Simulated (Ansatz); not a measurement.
GaCuBr4:
```
GaCuBr4
1.0
    5.46402     0.00000     0.00000
    0.00000     5.46402     0.00000
    0.00000     0.00000    10.48751
Ga Cu Br
2 2 8
Cartesian
  0.00000   2.73201   2.62188
  2.73201   0.00000   7.86563
  0.00000   0.00000   0.00000
  0.00000   0.00000   5.24376
  1.40181   1.41427   1.29322
  1.41427   4.06221   9.19429
  4.06221   4.04975   1.29322
  4.04975   1.40181   9.19429
  1.40181   4.04975   3.95054
  1.41427   1.40181   6.53698
  4.06221   1.41427   3.95054
  4.04975   4.06221   6.53698
```

Cartesian axes are those of the cell as given.

**Question.** Give the high-frequency dielectric tensor and the Born effective charge tensors of the independent atoms from DFPT, the program Ansatz at the LDA level (PAW).

**Answer.** 
ε∞:
```
4.45  0.00  0.00
0.00  4.45  0.00
0.00  0.00  4.89
```
Z* of atom 1 (Ga), rows: field, columns: displacement, in e:
```
2.09  0.00  0.00
0.00  2.78  0.00
0.00  0.00  2.90
```
Z* of atom 3 (Cu), rows: field, columns: displacement, in e:
```
 0.88   0.07   0.00
-0.07   0.88   0.00
 0.00   0.00   0.93
```
Z* of atom 5 (Br), rows: field, columns: displacement, in e:
```
-0.71   0.13   0.09
 0.35  -0.94  -0.47
 0.31  -0.53  -0.96
```

Space group P-42c. The first step of the workflow began from a Materials Project structure, measured or hypothetical; the Crystallography Open Database copy checked does not list it. Its standing as an ambient phase is unchecked. The LDA relaxation kept the symmetry of its start; its stability against distortions is not shown here. No spin polarisation was allowed. Spin–orbit coupling is left out wherever it is not named.

Potentials: the later of the program's two PAW sets.
